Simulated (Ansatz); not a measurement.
# Structures of Nb₂H₃: which is lowest?

Plane-wave DFT in Ansatz with scalar-relativistic PAW potentials, cutoff 420 eV, Γ-centred meshes chosen by cell and gap, Gaussian smearing with energies taken to zero width. Every cell was relaxed (cell and atoms) in a run of its own, within the symmetry of its start. Functional: PBE.

Relaxed structures (starts from databases or built by putting these elements on another compound's sites):
A. R-3c, 10 atoms in the computed cell, a = 5.048 Å, c = 12.044 Å; sites (symmetry × multiplicity) Nb 3. × 12, H .2 × 18; start: built
B. P-3m1, 5 atoms in the computed cell, a = 3.091 Å, c = 5.322 Å; sites (symmetry × multiplicity) Nb 3m. × 2, H -3m. × 1 + 3m. × 2; start: built
C. R-3m, 5 atoms in the computed cell, a = 2.946 Å, c = 22.764 Å; sites (symmetry × multiplicity) Nb 3m × 6, H -3m × 3 + 3m × 6; start: built

Problem. Rank them by energy. Could pressure change the order?

Solution.
| structure | group | E − E(lowest) (meV/atom) | V (Å³/atom) | gap on mesh (eV) |
| --- | --- | --- | --- | --- |
| B | P-3m1 | 0.0 | 8.81 | 0.00 |
| A | R-3c | 17.8 | 8.86 | 0.00 |
| C | R-3m | 146 | 11.40 | 0.00 |

B is lowest, 18 meV/atom under A. The lowest is also the densest of these, so pressure wouldn't bring one of the others in at first order. Other structures may lie lower than all of these, and vibrations aren't counted.